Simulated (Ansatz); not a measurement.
## SeBrO: reading a single point

```
Se O Br
1.0
     3.69137    0.00000    0.00000
     0.00000    3.29206    0.00000
     0.00000    0.00000    7.88508
Se O Br
2 2 2
Cartesian
  0.0000 1.6460 0.8910
  1.8457 0.0000 6.9941
  0.0000 0.0000 7.7274
  1.8457 1.6460 0.1577
  0.0000 0.0000 2.6494
  1.8457 1.6460 5.2357
```

The numbers come from plane-wave PAW DFT (Ansatz): PBE, no spin polarisation, 420 eV, 9×10×5 Γ-centred k points, fermi-dirac occupations (width 0.1 eV). Nothing was relaxed.

Problem. Where is the largest force?

Solution. The largest is on Br5 (and as large on other atoms): 3.99 eV/Å, components (0.00, 0.00, 3.99). It makes 137° with the line to a nearest neighbour, Se1 at 2.41 Å, pointing away from it.

Problem. Describe some of the short contacts.

Solution. Se–O at 1.95 Å: least valence density 0.83 e/Å³ and ELF 0.45 there. Br–Se at 2.41 Å: least valence density 0.60 e/Å³ and ELF 0.51 there. Br–O at 2.81 Å: least valence density 0.22 e/Å³ and ELF 0.09 there. These are pseudo-fields; inside the PAW spheres they differ from the all-electron ones.

Problem. Is it stable against the elements?

Solution. 0.90 eV an atom against the elements' usual phases (free molecules for gases, crystals otherwise, with no correction for O₂ or N₂), so at this geometry it isn't bound against them. Relaxing would lower it.

Problem. Metal or insulator?

Solution. It is a metal, with about 2.9 states/eV a cell as the mean within 0.25 eV of the Fermi level, mostly Se p (54 %) and Br p (25 %).

Problem. Which element gives electrons and which takes them?

Solution. Bader charges in e: Se +1.28, Br -0.28, O -1.00. In the mean Se gives up most and O takes most.

Origin: a known structure type with other elements, at an estimated volume, so it need not be a known compound. Caveats: many states at the Fermi level without spin polarisation, so a magnetic state may lie lower; atoms or cell far from equilibrium.

Cost: 2.2 min on 1 thread of Arm Neoverse N1, on a shared host, peak memory 0.48 GiB (start from a saved density). The time holds forces, stress, Bader, DOS, bands, ELF.
